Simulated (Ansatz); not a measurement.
CaMg$_{2}$Bi$_{2}$:
```cif
data_Bi2CaMg2
_chemical_formula_sum 'Ca1 Mg2 Bi2'
_space_group_name_H-M_alt 'P 1'
_space_group_IT_number 1
_cell_length_a 4.73541
_cell_length_b 4.73541
_cell_length_c 7.59428
_cell_angle_alpha 90.000
_cell_angle_beta 90.000
_cell_angle_gamma 120.000
loop_
_space_group_symop_operation_xyz
  'x, y, z'
loop_
_atom_site_label
_atom_site_type_symbol
_atom_site_fract_x
_atom_site_fract_y
_atom_site_fract_z
_atom_site_occupancy
Ca1 Ca 0.00000 0.00000 0.00000 1
Mg1 Mg 0.66667 0.33333 0.37106 1
Mg2 Mg 0.33333 0.66667 0.62894 1
Bi1 Bi 0.33333 0.66667 0.23700 1
Bi2 Bi 0.66667 0.33333 0.76300 1
```

Relaxed with PBEsol. PBEsol in the plane-wave PAW code Ansatz gives a gap of 0.51 eV.

**Question.** What gap does HSE06 give on the same cell (Ansatz, PAW)?

**Answer.** 1.12 eV, 0.61 eV more. The hybrid was solved on a coarser mesh and at special points; the gap given is the minimum over both.

```csv
k,v1 PBEsol,c1 PBEsol,v1 HSE06,c1 HSE06
Γ,0.00,0.52,0.00,1.12
A,-0.62,1.00,(withheld),(withheld)
K,-2.00,1.45,(withheld),(withheld)
H,-1.27,1.64,(withheld),(withheld)
M,-1.20,0.64,-1.30,1.14
L,-1.15,1.12,(withheld),(withheld)
```

**Question.** Top valence (v1) and lowest conduction level (c1) in eV from each method's valence maximum (which need not be a listed point): supply the withheld HSE06 values.

**Answer.** 
- H, v1 HSE06: -1.38
- H, c1 HSE06: 2.22
- L, v1 HSE06: -1.27
- L, c1 HSE06: 1.64
- A, v1 HSE06: -0.71
- A, c1 HSE06: 1.60
- K, v1 HSE06: -2.22
- K, c1 HSE06: 1.95

Cost on shared cores: the PBEsol run (SCF on a 7×7×4 mesh, then bands and DOS) around 70 core-seconds (rough), the HSE06 run (SCF on 4×4×2, then a few points) around 4 core-minutes (rough); the tasks are unlike.

Space group P-3m1. The first step of the workflow began from a Materials Project structure, measured or hypothetical; the Crystallography Open Database files this formula in space group No. 164, but the cells were not matched. Its standing as an ambient phase is unchecked. Symmetry was held in the PBEsol relaxation; whether a distortion lowers the energy is not shown. Spin–orbit coupling is left out wherever it is not named.

Potentials: the later of the program's two PAW sets.
